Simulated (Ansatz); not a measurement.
Ga, DFT, LDA, PAW with Ansatz's default frozen-core files, scalar-relativistic (Ansatz 0.2.0), run on 1 thread of Arm Neoverse N1 on a shared host.

The cell is COD entry 9012723, as deposited and not checked against the literature; nothing was relaxed. The listed cell was then made from it by scaling, straining or moving an atom.

Command: `ansatz run input.yaml --threads 1 --pin off --max-ram 3072MiB --backend cpu --events-out ev --progress --plain --runs-dir out`

```yaml
crystal:
  lattice:
    - [-1.3993043128, 1.3993043128, 2.2215450948]
    - [1.3993043128, -1.3993043128, 2.2215450948]
    - [1.3993043128, 1.3993043128, -2.2215450948]
  atoms:
    - { symbol: Ga, position: [0.0, 0.0, 0.0] }
kpoints:
  mp_grid: { grid: [14, 14, 16] }
scf:
  occupations: { method: fermi_dirac, width: 0.05 }
hamiltonian:
  xc: lda
  pseudopotentials: { kind: paw }
output:
  forces: true
  stress: true
  eigenvalues: true
  efg: { contact_densities: true }
  write_density: true
  write_potential: true
  elf: true
  volumetric_format: npy
```

**Question.** How large is the problem that the program sets up?

**Answer.** 849 irreducible k-points, 339 plane waves at Γ, 11 bands.

**Question.** Estimate the wall time and the peak memory.

**Answer.** 23 s of wall time for 6 SCF iterations, with a peak of 0.46 GiB. Times on shared machines scatter by tens of per cent.

**Question.** And the same cell and mesh by crystal-made all-electron datasets, asked for forces, stress, eigenvalues, efg, on the same hardware?

**Answer.** 72 s, peak memory 0.61 GiB.
